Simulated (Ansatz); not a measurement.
Calculation for Ta (bcc type): DFT, PBE, all-electron LAPW, scalar-relativistic (Ansatz 0.2.0). This run: volume at 0.6 of the series' base cell.

The cell comes from a relaxation on PAW files under the same functional.

Command: `ansatz run input.yaml --threads 1 --pin off --max-ram 2048MiB --backend cpu --events-out ev --progress --plain --runs-dir out` It took 16 s on 1 thread of Intel(R) Xeon(R) Platinum 8488C (Sapphire Rapids), with other jobs on the host, peak memory 0.42 GiB.

```yaml
crystal:
  lattice:
    - [-1.4004444557, 1.4004444557, 1.4004444557]
    - [1.4004444557, -1.4004444557, 1.4004444557]
    - [1.4004444557, 1.4004444557, -1.4004444557]
  atoms:
    - { symbol: Ta, position: [0.0, 0.0, 0.0] }
kpoints:
  mp_grid: { grid: [16, 16, 16] }
scf:
  occupations: { method: fermi_dirac, width: 0.05 }
hamiltonian:
  xc: pbe
  pseudopotentials: { kind: all_electron, lapw: { basis_error: 0.001 } }
output:
  forces: true
  stress: true
  eigenvalues: true
  populations: true
```

Output:

```
Ta: projections on atomic orbitals take those of the free atom 1s2 2s2 2p6 3s2 3p6 3d10 4s2 4p6 4d10 4f14 5s2 5p6 5d3 6s2, of charge +0.00 (hamiltonian.pseudopotentials.projection_atoms)
LAPW: plane waves up to 10.292 Å⁻¹, error target 1.0e-3 eV per atom; small_component_spin mean_spin; Ta in spheres of 1.213 Å, 45 of its electrons in bands, Dirac shells [] (how accurate: hamiltonian.pseudopotentials.lapw.basis_error, Limitations)
Engine: ansatz 0.2.0
Pseudopotentials: kind: all_electron
Pseudopotential: Ta, LAPW, valence charge 45, lapw/all_electron/scalar/gaussian/Ta, Koelling and Harmon's equation, gaussian nucleus
Functional definition: PBE
  parameter kappa = 0.804
  parameter beta = 0.06672455060314922
  exchange = pbe_x(kappa = kappa, mu = beta*pi^2/3)
  correlation = pbe_c(beta = beta)
Crystal: 1 atoms, lattice volume = 10.986 Å³
Basis set: ecut = 403.5587814051079 eV, 201 PW (Γ), exchange–correlation at level 2
Bands: 27, of which v1, the nominal top of the filled ones, is band 23 counted from 1 (22 counted from 0)
Symmetry: 48 space group operations
Space group: Im-3m (ITA 229), of the structure as read, at distance tolerance 2.2e-5 Å
k-points: 145 of 4096
Non-local potential: Ta, projectors of the file, none
Initial density: superposition of atomic densities (chi_scale 0.1, normalization cell)
Initial wavefunctions: plane waves of lowest kinetic energy (no species holds an atomic orbital)
Functional: x = pbe(κ = 0.804, μ = 0.2195149727645171), c = pbe(β = 0.06672455060314922)
iter 1 solved again at ethr=5.01e-5 eV; its pass at ethr=1.00e-1 eV (dr2=2.26e-2 eV) is discarded
SCF iter   1: F=—  HF=-424565.468544 eV  |F-HF|=—  |Δ(HF+E_count)|=         —  Δρ=2.41e-2  dr2=2.27e-2  ethr=5.01e-5  ⟨swp⟩=3.1  Hψ=25771  notcnv=0
preconditioner: auto → Kerker (q_TF=auto, 3.451 Å⁻¹)  [metal: Δε(μ)=0.018 eV  Ē_g=27.599 eV  σ=0.050 eV  W_gap=0.09  n_scr=12 (ndim 8)  ℏωp=56.0 eV  f_vac=0.000  D(μ)=0.88/eV (n_scr^D=12)]
SCF iter   2: F=—  HF=-424565.330255 eV  |F-HF|=—  |Δ(HF+E_count)|=   1.38e-1  Δρ=1.14e-2  dr2=5.36e-3  ethr=5.01e-5  ⟨swp⟩=2.3  Hψ=12379  notcnv=0
SCF iter   3: F=—  HF=-424565.295983 eV  |F-HF|=—  |Δ(HF+E_count)|=   3.43e-2  Δρ=9.82e-3  dr2=4.28e-3  ethr=1.19e-5  ⟨swp⟩=2.0  Hψ=11694  notcnv=0
SCF iter   4: F=—  HF=-424565.294308 eV  |F-HF|=—  |Δ(HF+E_count)|=         —  Δρ=4.36e-3  dr2=1.05e-3  ethr=9.51e-6  ⟨swp⟩=2.0  Hψ=11694  notcnv=0
the basis was enlarged: its passes take 104.9 KiB over the memory plan, 1 of 1 planned eigensolver slots
iter 5 solved again at ethr=1.64e-7 eV; its pass at ethr=2.34e-6 eV (dr2=7.37e-5 eV) is discarded
SCF iter   5: F=—  HF=-424565.294511 eV  |F-HF|=—  |Δ(HF+E_count)|=   2.03e-4  Δρ=9.14e-4  dr2=7.36e-5  ethr=1.64e-7  ⟨swp⟩=2.0  Hψ=19763  notcnv=0
SCF iter   6: F=—  HF=-424565.294519 eV  |F-HF|=—  |Δ(HF+E_count)|=   8.30e-6  Δρ=2.27e-4  dr2=3.70e-6  ethr=1.64e-7  ⟨swp⟩=2.0  Hψ=11694  notcnv=0
SCF iter   7: F=—  HF=-424565.294519 eV  |F-HF|=—  |Δ(HF+E_count)|=   2.99e-7  Δρ=4.86e-5  dr2=1.45e-7  ethr=8.23e-9  ⟨swp⟩=2.0  Hψ=11694  notcnv=0
SCF iter   8: F=-424565.294519 eV  HF=-424565.294519 eV  |F-HF|=1.63e-9  |Δ(HF+E_count)|=   1.59e-8  Δρ=7.27e-6  dr2=2.32e-9  ethr=3.22e-10  ⟨swp⟩=2.0  Hψ=11694  notcnv=0
SCF 1 converged in 8 iterations: F = -424565.294519 eV  dr2 = 2.32e-9
SCF converged after 8 iterations
Free energy (F): -424565.294519 eV
Harris-Foulkes:  -424565.294519 eV  (|F-HF|=1.63e-9)
Internal energy: -424565.287601 eV  (E = F + TS)
E sigma→0 (E₀):  -424565.291060 eV
Entropy (-TS):   -0.006918 eV (-6.918 meV/atom)
Fermi energy:    42.160456 eV
--- Per-component energies (eV) ---
  E_band       = -4287.792324
  E_kinetic    = 473982.472695
  E_xc         = -8634.065119
  E_electrostatic = -889913.695176  (all electrons and nuclei)
  E_smearing   = -0.006918  (= −TS)
  E_closure    = 0.000000  (closes the sum)
  E_atoms      = -424559.369556  (free atoms, spherical and without spin; not in F)
  Σ components = -424565.294519   (vs F -424565.294519, Δ=0.00e0)
  Basis errors (estimates in eV, not in F): energy 2.7e-4 per atom: plane waves 2.3e-4 (1.2e-4 summed), levels above the bands 2.7e-128, relativity 4.8e-8, radial functions 3.6e-5, core shells 2.2e-11; eigenvalues (radial functions only) 4.3e-6; not estimated: angular momenta, meshes, grids; target (lapw.basis_error) 1.0e-3; muffin-tin radii Ta 1.213 Å
--- Forces (eV/Å), atoms counted from 1 ---
  atom   1  Ta     0.00000000    -0.00000000     0.00000000
  max |Σ_I F_I| component: 5.09e-31 eV/Å
--- Stress (GPa, compression-positive) ---
      249.827654      -0.000000      -0.000000
       -0.000000     249.827654      -0.000000
       -0.000000      -0.000000     249.827654
  P = ⅓ Tr σ = 249.8277 GPa (2498.277 kbar)
--- Band table (eV; the first three rows and the last of 145) ---
  k-point 0: bands = ["-490.9264", "-351.4352", "-351.4352", "-351.4352", "-172.9883", "-172.9883", "-172.9698", "-172.9698", "-172.9698", "-25.1747", "10.6743", "10.6743", "10.6743", "23.8809", "23.8809", "23.8809", "24.1762", "24.1762", "24.1762", "24.3159", "32.8631", "42.1223", "42.1223", "42.1223", "47.3947", "47.3947", "58.3995"]
  k-point 1: bands = ["-490.9264", "-351.4352", "-351.4352", "-351.4352", "-172.9883", "-172.9883", "-172.9698", "-172.9698", "-172.9698", "-25.1441", "10.4421", "10.6114", "10.6701", "23.8846", "23.8884", "23.8891", "24.1673", "24.1724", "24.1733", "24.3049", "33.2106", "41.9001", "42.0765", "42.4550", "46.9724", "47.3786", "58.7222"]
  k-point 2: bands = ["-490.9264", "-351.4352", "-351.4352", "-351.4352", "-172.9883", "-172.9883", "-172.9698", "-172.9697", "-172.9697", "-25.0564", "9.8100", "10.4350", "10.6579", "23.8945", "23.9108", "23.9126", "24.1433", "24.1588", "24.1658", "24.2793", "34.1295", "41.3155", "41.8701", "43.4311", "46.3087", "47.3690", "59.5845"]
  k-point 144: bands = ["-490.9264", "-351.4352", "-351.4352", "-351.4352", "-172.9885", "-172.9885", "-172.9693", "-172.9693", "-172.9693", "-23.7516", "7.4346", "7.4346", "7.4346", "23.8542", "24.0407", "24.0407", "24.0407", "24.2171", "24.2171", "24.2171", "33.9050", "33.9050", "53.4493", "53.4493", "53.4493", "56.6006", "56.6006"]
--- Löwdin populations: 1 site ---
  site symbol       q [e]
     0     Ta     72.9718
  spilling = 0.000386 (of n_electrons = 73.000000)
```

populations.tsv:

```
# site	symbol	l	j	q
# orbitals = lowdin
# n_electrons = 73.000000
# spilling = 0.000386
# projection_atom_Ta: 1s2 2s2 2p6 3s2 3p6 3d10 4s2 4p6 4d10 4f14 5s2 5p6 5d3 6s2
0	Ta	0_1S	-	1.999999
0	Ta	0_2S	-	1.999941
0	Ta	0_3S	-	1.999249
0	Ta	0_4S	-	1.992376
0	Ta	0_5S	-	1.890974
0	Ta	0_6S	-	0.600632
0	Ta	1_2P	-	6.000000
0	Ta	1_3P	-	5.999989
0	Ta	1_4P	-	5.999329
0	Ta	1_5P	-	5.899601
0	Ta	2_3D	-	10.000000
0	Ta	2_4D	-	9.999759
0	Ta	2_5D	-	4.598439
0	Ta	3_4F	-	13.991554
```

Next run (volume at 0.52 of the series' base cell), as changes to the input before:

```diff
   lattice:
-    - [-1.4004444557, 1.4004444557, 1.4004444557]
-    - [1.4004444557, -1.4004444557, 1.4004444557]
-    - [1.4004444557, 1.4004444557, -1.4004444557]
+    - [-1.3352110555, 1.3352110555, 1.3352110555]
+    - [1.3352110555, -1.3352110555, 1.3352110555]
+    - [1.3352110555, 1.3352110555, -1.3352110555]
   atoms:
```

Command: `ansatz run input.yaml --threads 1 --pin off --max-ram 2048MiB --backend cpu --events-out ev --progress --plain --runs-dir out` It took 16 s on 1 thread of Intel(R) Xeon(R) Platinum 8488C (Sapphire Rapids), with other jobs on the host, peak memory 0.42 GiB.

Results part of the output:

```
SCF 1 converged in 8 iterations: F = -424562.280730 eV  dr2 = 2.53e-9
SCF converged after 8 iterations
Free energy (F): -424562.280730 eV
Harris-Foulkes:  -424562.280730 eV  (|F-HF|=1.57e-9)
Internal energy: -424562.276728 eV  (E = F + TS)
E sigma→0 (E₀):  -424562.278729 eV
Entropy (-TS):   -0.004002 eV (-4.002 meV/atom)
Fermi energy:    49.238143 eV
--- Per-component energies (eV) ---
  E_band       = -3997.996144
  E_kinetic    = 474004.385037
  E_xc         = -8638.062696
  E_electrostatic = -889928.599069  (all electrons and nuclei)
  E_smearing   = -0.004002  (= −TS)
  E_closure    = 0.000000  (closes the sum)
  E_atoms      = -424559.369556  (free atoms, spherical and without spin; not in F)
  Σ components = -424562.280730   (vs F -424562.280730, Δ=0.00e0)
  Basis errors (estimates in eV, not in F): energy 2.7e-4 per atom: plane waves 2.3e-4 (1.2e-4 summed), levels above the bands 3.1e-143, relativity 4.7e-8, radial functions 4.0e-5, core shells 2.4e-11; eigenvalues (radial functions only) 5.9e-6; not estimated: angular momenta, meshes, grids; target (lapw.basis_error) 1.0e-3; muffin-tin radii Ta 1.156 Å
--- Forces (eV/Å), atoms counted from 1 ---
  atom   1  Ta     0.00000000     0.00000000     0.00000000
  max |Σ_I F_I| component: 3.14e-31 eV/Å
--- Stress (GPa, compression-positive) ---
      427.570945      -0.000000       0.000000
       -0.000000     427.570945      -0.000000
        0.000000      -0.000000     427.570945
  P = ⅓ Tr σ = 427.5709 GPa (4275.709 kbar)
--- Band table (eV; the first three rows and the last of 145) ---
  k-point 0: bands = ["-484.3599", "-344.8660", "-344.8660", "-344.8660", "-166.4156", "-166.4156", "-166.3998", "-166.3998", "-166.3998", "-19.3360", "17.7528", "17.7528", "17.7528", "30.3070", "30.3070", "30.3070", "30.7658", "30.7658", "30.7658", "30.9500", "39.6621", "48.2958", "48.2958", "48.2958", "54.2562", "54.2562", "65.4586"]
  k-point 1: bands = ["-484.3599", "-344.8660", "-344.8660", "-344.8660", "-166.4156", "-166.4156", "-166.3998", "-166.3998", "-166.3997", "-19.2874", "17.4104", "17.6610", "17.7452", "30.3124", "30.3172", "30.3191", "30.7516", "30.7592", "30.7614", "30.9333", "40.0924", "48.0318", "48.2576", "48.7025", "53.7383", "54.2329", "65.8446"]
  k-point 2: bands = ["-484.3599", "-344.8661", "-344.8660", "-344.8660", "-166.4156", "-166.4156", "-166.3998", "-166.3997", "-166.3996", "-19.1473", "16.4918", "17.4052", "17.7232", "30.3272", "30.3484", "30.3542", "30.7140", "30.7352", "30.7501", "30.8971", "41.1674", "47.3411", "48.0940", "49.8885", "52.9699", "54.2140", "66.8892"]
  k-point 144: bands = ["-484.3599", "-344.8661", "-344.8661", "-344.8661", "-166.4160", "-166.4160", "-166.3987", "-166.3987", "-166.3987", "-17.0112", "13.2031", "13.2031", "13.2031", "30.2801", "30.5788", "30.5788", "30.5788", "30.8164", "30.8164", "30.8164", "38.6887", "38.6887", "61.6711", "61.6711", "61.6711", "65.6506", "65.6506"]
--- Löwdin populations: 1 site ---
  site symbol       q [e]
     0     Ta     72.9695
  spilling = 0.000417 (of n_electrons = 73.000000)
```

Next run (volume at 0.45 of the series' base cell), as changes to the input before:

```diff
   lattice:
-    - [-1.3352110555, 1.3352110555, 1.3352110555]
-    - [1.3352110555, -1.3352110555, 1.3352110555]
-    - [1.3352110555, 1.3352110555, -1.3352110555]
+    - [-1.2723882298, 1.2723882298, 1.2723882298]
+    - [1.2723882298, -1.2723882298, 1.2723882298]
+    - [1.2723882298, 1.2723882298, -1.2723882298]
   atoms:
   mp_grid: { grid: [16, 16, 16] }
+  band_path:
+    path:
+      - [0.0, 0.0, 0.0]
+      - [0.5, -0.5, 0.5]
+      - [0.0, 0.0, 0.5]
+      - [0.0, 0.0, 0.0]
+      - [0.25, 0.25, 0.25]
+      - [0.5, -0.5, 0.5]
+      - [0.25, 0.25, 0.25]
+      - [0.0, 0.0, 0.5]
+    npoints: 8
 scf:
   populations: true
+  dos: { projected: true, de: 0.2, e_range: [-14, 8] }
```

Command: `ansatz run input.yaml --threads 1 --pin off --max-ram 2048MiB --backend cpu --events-out ev --progress --plain --runs-dir out` It took 21 s on 1 thread of Intel(R) Xeon(R) Platinum 8488C (Sapphire Rapids), with other jobs on the host, peak memory 0.46 GiB.

Results part of the output:

```
SCF 1 converged in 8 iterations: F = -424557.863711 eV  dr2 = 3.42e-9
NSCF: frozen V_eff on 57 k-points
SCF converged after 8 iterations
Free energy (F): -424557.863711 eV
Harris-Foulkes:  -424557.863711 eV  (|F-HF|=2.33e-10)
Internal energy: -424557.860600 eV  (E = F + TS)
E sigma→0 (E₀):  -424557.862156 eV
Entropy (-TS):   -0.003111 eV (-3.111 meV/atom)
Fermi energy:    57.218455 eV
--- Per-component energies (eV) ---
  E_band       = -3671.379956
  E_kinetic    = 474032.472566
  E_xc         = -8642.749521
  E_electrostatic = -889947.583645  (all electrons and nuclei)
  E_smearing   = -0.003111  (= −TS)
  E_closure    = 0.000000  (closes the sum)
  E_atoms      = -424559.369556  (free atoms, spherical and without spin; not in F)
  Σ components = -424557.863711   (vs F -424557.863711, Δ=0.00e0)
  Basis errors (estimates in eV, not in F): energy 2.5e-4 per atom: plane waves 2.2e-4 (1.1e-4 summed), levels above the bands 1.5e-143, relativity 5.1e-8, radial functions 3.4e-5, core shells 2.2e-11; eigenvalues (radial functions only) 9.5e-6; not estimated: angular momenta, meshes, grids; target (lapw.basis_error) 1.0e-3; muffin-tin radii Ta 1.102 Å
--- Forces (eV/Å), atoms counted from 1 ---
  atom   1  Ta    -0.00000000    -0.00000000     0.00000000
  max |Σ_I F_I| component: 8.71e-31 eV/Å
--- Stress (GPa, compression-positive) ---
      704.083425       0.000000       0.000000
        0.000000     704.083425       0.000000
        0.000000       0.000000     704.083425
  P = ⅓ Tr σ = 704.0834 GPa (7040.834 kbar)
--- Band table (eV; the first three rows and the last of 145) ---
  k-point 0: bands = ["-476.9617", "-337.4659", "-337.4659", "-337.4659", "-159.0132", "-159.0132", "-159.0008", "-159.0008", "-159.0008", "-13.0288", "25.8711", "25.8711", "25.8711", "37.4961", "37.4961", "37.4961", "38.1978", "38.1978", "38.1978", "38.4407", "47.9308", "55.3309", "55.3309", "55.3309", "62.0272", "62.0272", "73.4760"]
  k-point 1: bands = ["-476.9617", "-337.4659", "-337.4659", "-337.4659", "-159.0132", "-159.0132", "-159.0008", "-159.0007", "-159.0007", "-12.9550", "25.3817", "25.7382", "25.8578", "37.5039", "37.5092", "37.5137", "38.1749", "38.1858", "38.1914", "38.4158", "48.4588", "55.0191", "55.3146", "55.8330", "61.4012", "61.9971", "73.9333"]
  k-point 2: bands = ["-476.9617", "-337.4659", "-337.4659", "-337.4659", "-159.0132", "-159.0132", "-159.0008", "-159.0006", "-159.0004", "-12.7410", "24.0890", "25.3709", "25.8193", "37.5257", "37.5512", "37.5649", "38.1154", "38.1433", "38.1747", "38.3662", "49.6415", "54.2082", "55.2985", "57.2843", "60.5267", "61.9719", "75.1825"]
  k-point 144: bands = ["-476.9617", "-337.4659", "-337.4659", "-337.4659", "-159.0141", "-159.0141", "-158.9983", "-158.9983", "-158.9983", "-9.3367", "19.6018", "19.6018", "19.6018", "37.4800", "37.9459", "37.9459", "37.9459", "38.2587", "38.2587", "38.2587", "44.1197", "44.1197", "71.0814", "71.0814", "71.0814", "76.0894", "76.0894"]
--- Löwdin populations: 1 site ---
  site symbol       q [e]
     0     Ta     72.9632
  spilling = 0.000504 (of n_electrons = 73.000000)
```

Spin–orbit coupling is left out, which matters for the heavy atoms.
